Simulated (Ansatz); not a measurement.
A geometry of ZrO2 away from equilibrium: step 8 of the relaxation of a generated trial cell of ZrO2 in the CdI2 structure type. Level of theory: PBE (plane waves to 420 eV, PAW, scalar-relativistic; Ansatz, a first-principles code). Γ-centred k-mesh 9×9×5 on the run's cell (coarser than for final values), Fermi–Dirac smearing 0.05 eV.

```
ZrO2
1.0
    3.25457     0.00000     0.00000
   -1.62728     2.81854     0.00000
    0.00000     0.00000     4.85546
Zr O
1 2
Cartesian
  0.00000   0.00000   0.00000
  0.00000   1.87902   0.97308
  1.62728   0.93951   3.88238
```

**Question.** Which atoms carry the largest force, and which way does it point?

**Answer.** 0.02 eV/Å, on O2, O3 (atoms numbered as listed); on O2 its components are (0.00, 0.00, -0.02).

**Question.** What is the pressure?

**Answer.** +2.4 GPa, compression positive.

**Question.** How far above the relaxed end point is this geometry?

**Answer.** 0.01 eV/atom; the path ends in P-3m1 (No. 164) (CdI2 type).

No spin polarisation in the result. No dispersion correction is included, so spacings between layers, chains or molecules are soft and tend to come out too large.

The run could not lose the symmetry of its start, so the end can be a saddle point.

The end of the path is a generated cell of ZrO2: the first start was made by placing the elements on the sites of a structure type, and the end was not matched to a known phase here, so it may be hypothetical. Known forms of ZrO2 include space group No. 14, 137, 225.
